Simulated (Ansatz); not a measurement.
# ZrOs: energy along a strain

ZrOs, Pm-3m, a = 3.263 Å (as given, not relaxed at this level: -3.2 GPa). The structure is a COD entry; whether it is the stable form wasn't checked. Ansatz: PBEsol, PAW, 420 eV, Γ-centred 14×14×14 mesh on 2 atoms, Gaussian smearing 0.15 eV; no spin polarisation. Cell vectors (Å): 3.263 0.000 0.000; 0.000 3.263 0.000; 0.000 0.000 3.263. The cell is strained by x per cent times the pattern (0 0 0 0 1 0) in the order xx yy zz yz xz xy (engineering shears), with fractional coordinates held. y is the free energy over the start, V0 = 17.371 Å³/atom. Symmetry makes y even in x.

| x (%) | y (meV/atom) |
| --- | --- |
| -4.00 | ? |
| -2.00 | 1.95 |
| 0.00 | 0.00 |
| 0.50 | 0.12 |
| 1.00 | 0.49 |
| 1.50 | 1.09 |
| 2.50 | 3.04 |
| 3.00 | 4.38 |
| 3.50 | 5.96 |

Fit y = c2 x² + c4 x⁴ to the other rows, get the stiffness along the pattern, and predict the missing energy.

Least squares on the rows shown. y = 0.4867 x² − 1.219×10⁻⁵ x⁴. The clamped-ion stiffness p·C·p = 2 × 4.867 eV × 160.2 / 17.371 Å³ = 90 GPa, which is C55 in these axes (C44 of the cubic crystal) (second derivative at the start, which stands under stress). At x = -4.00 the fit asked for gives 7.78 meV/atom. The run gave 7.79 meV/atom, so the fit is 0.01 meV/atom too low, a small miss on the scale of the series.

Spin–orbit coupling is left out, which can shift energies with elements as heavy as these.